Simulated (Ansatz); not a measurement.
Relaxed-ion elastic tensor of Sc3Al (Cu3Au type, Pm-3m) in GPa (Voigt order), plane-wave PAW r²SCAN (Ansatz code); density 3.10 g/cm³, 21.68 Å³ per atom.

|  | 1 | 2 | 3 | 4 | 5 | 6 |
|---|---|---|---|---|---|---|
| 1 | 106 | 45.4 | 45.4 | 0.0 | 0.0 | 0.0 |
| 2 | 45.4 | 106 | 45.4 | 0.0 | 0.0 | 0.0 |
| 3 | 45.4 | 45.4 | 106 | 0.0 | 0.0 | 0.0 |
| 4 | 0.0 | 0.0 | 0.0 | 55.8 | 0.0 | 0.0 |
| 5 | 0.0 | 0.0 | 0.0 | 0.0 | 55.8 | 0.0 |
| 6 | 0.0 | 0.0 | 0.0 | 0.0 | 0.0 | 55.8 |

**Question.** Is the crystal mechanically stable?

**Answer.** Yes: the smallest eigenvalue of C is 55.8 GPa.

**Question.** Work out the Voigt, Reuss and Hill averages.

**Answer.** K_V = 65.7, K_R = 65.7, K_H = 65.7; G_V = 45.6, G_R = 41.8, G_H = 43.7 GPa.

**Question.** Give Young's modulus, Poisson's ratio, Pugh's ratio and the universal anisotropy index.

**Answer.** E = 9KG/(3K + G) = 107 GPa; ν = 0.23; K/G = 1.50 (brittle by the Pugh limit of 1.75); A_U = 5G_V/G_R + K_V/K_R − 6 = 0.45.

**Question.** Estimate the sound speeds and the Debye temperature.

**Answer.** v_l = √((K + 4G/3)/ρ) = 6320 m/s, v_t = √(G/ρ) = 3760 m/s, mean 4160 m/s; Θ = (h/k)(3n/4πV)^(1/3) v_m = 444 K.

**Question.** Give the Zener ratio and Young's modulus along [100], [110] and [111].

**Answer.** A = 2C44/(C11 − C12) = 1.83; 1/E = S11 − 2(S11 − S12 − S44/2)Γ with Γ = 0, 1/4, 1/3 gives 79.1, 112, 130 GPa.

**Question.** Solve the Christoffel equation for the three sound speeds along [100], [110], [111].

**Answer.** Eigenvalues of C_ijkl n_j n_l equal ρv². In km/s, slowest first: [100] 4.24, 4.24, 5.85; [110] 3.13, 4.24, 6.51; [111] 3.54, 3.54, 6.72.

The first step of the workflow began from a Materials Project structure, measured or hypothetical; the Crystallography Open Database copy checked does not list it. Whether it is the stable phase at ambient conditions was not checked. Symmetry was held in the r²SCAN relaxation; its stability against distortions is not shown here. The run is not spin-polarised. As this level gives no gap, shear constants depend on the k-mesh and smearing (Fermi–Dirac, 0.1 eV here).

Potentials: the later of the program's two PAW sets.
